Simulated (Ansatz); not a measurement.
**LuSb (WC-type structure)**

The computed numbers are results of PBEsol, scalar-relativistic (no spin polarisation) in the plane-wave PAW code Ansatz at 420 eV, 10×10×8 k-mesh, Gaussian smearing of 0.05 eV. The datasets are Ansatz's generated set soft_2.

```yaml
crystal:
  lattice:
    - [4.14503, 0.00000, 0.00000]
    - [-2.07251, 3.58970, 0.00000]
    - [0.00000, 0.00000, 3.75521]
  atoms:
    - { symbol: Lu, position: [0.00000, 0.00000, 0.00000] }
    - { symbol: Sb, position: [0.66667, 0.33333, 0.50000] }
```

This is a trial structure: such lanthanide and actinide compounds mostly take the rock-salt structure.

The cell has space group P-6m2 (read at 0.01 Å). In it the stress is 0.00, 0.00, -0.03, 0.00, 0.00, 0.00 GPa and the largest force component 0.000 eV/Å. Each change below starts from this cell, without further relaxation. Stress is in GPa, positive in compression, in the order xx, yy, zz, yz, xz, xy; energies are counted from the cell above and are free energies with the smearing's entropy, which match forces and stress in a metal.

Problem. What happens when atom 1 (Lu) is moved by 0.02 Å along y?

Solution. The energy changes by 0.9 meV per cell, and the force on it along the shift is -0.086 eV/Å (−F/u = 4.31 eV/Å²). Stress: 0.25, -0.25, -0.01, 0.00, 0.00, 0.00.
```
atom  Fx (eV/Å)      Fy     Fz
 Lu1      0.000  -0.086  0.000
 Sb2      0.000   0.086  0.000
```

Problem. What stress follows from an engineering strain of 2 % in xx, atoms carried along?

Solution. -2.03, -0.57, -0.82, 0.00, 0.00, 0.00 GPa; the energy changes by 7.3 meV per cell.
| atom | Fx (eV/Å) | Fy | Fz |
| --- | --- | --- | --- |
| Lu1 | 0.000 | 0.082 | 0.000 |
| Sb2 | 0.000 | -0.082 | 0.000 |
The change of the stress over the strain gives a clamped-atom stiffness of about 101 GPa for this component, a secant value that lies under the elastic constant in tension and over it in compression, by several per cent for each per cent of strain.
In a harmonic crystal the energy would rise by V(½Cε² − σ₀ε), with σ₀ the stress of the unstrained cell, = 7.1 meV, which matches.

Spin–orbit coupling, which matters for such heavy elements, is left out.
